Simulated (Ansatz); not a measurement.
ZrPbO₃:
```yaml
crystal:
  lattice:
    - [4.15955, 0.00000, 0.00000]
    - [0.00000, 4.15955, 0.00000]
    - [0.00000, 0.00000, 4.15955]
  atoms:
    - { symbol: Zr, position: [0.00000, 0.00000, 0.00000] }
    - { symbol: Pb, position: [0.50000, 0.50000, 0.50000] }
    - { symbol: O, position: [0.50000, 0.00000, 0.00000] }
    - { symbol: O, position: [0.00000, 0.50000, 0.00000] }
    - { symbol: O, position: [0.00000, 0.00000, 0.50000] }
```

Relaxed with r²SCAN. Special points in fractions of this cell's reciprocal vectors: Γ (0.000, 0.000, 0.000); X (0.000, 0.500, 0.000); M (0.500, 0.500, 0.000); R (0.500, 0.500, 0.500).

### Question
List the band energies nearest the valence-band maximum at these points for DFT-r²SCAN with spin–orbit coupling in the program Ansatz with PAW potentials.

### Answer
In eV from the valence-band maximum; about four levels below and three above (degenerate sets whole), none deeper than 8.9 eV; points with the same levels are listed once.

```json
[
 {"k": "Γ", "below": "-0.40 -0.40 -0.40 -0.40", "above": "4.23 4.23 4.23 4.23"},
 {"k": "X", "below": "-0.45 -0.45 -0.01 -0.01", "above": "2.48 2.48 4.30 4.30"},
 {"k": "M", "below": "-0.84 -0.84 0.00 0.00", "above": "3.55 3.55 5.37 5.37"},
 {"k": "R", "below": "-0.02 -0.02 -0.02 -0.02", "above": "4.73 4.73 6.72 6.72 6.72 6.72"}
]
```

Space group Pm-3m (cubic perovskite). The first step of the workflow began from a Materials Project structure, measured or hypothetical; the Crystallography Open Database copy checked does not list it. COD files the formula under space group No. 38, 55. Its standing as an ambient phase is unchecked. Symmetry was held in the r²SCAN relaxation; whether a distortion lowers the energy is not shown. The run is not spin-polarised.

Potentials: the later of the program's two PAW sets.
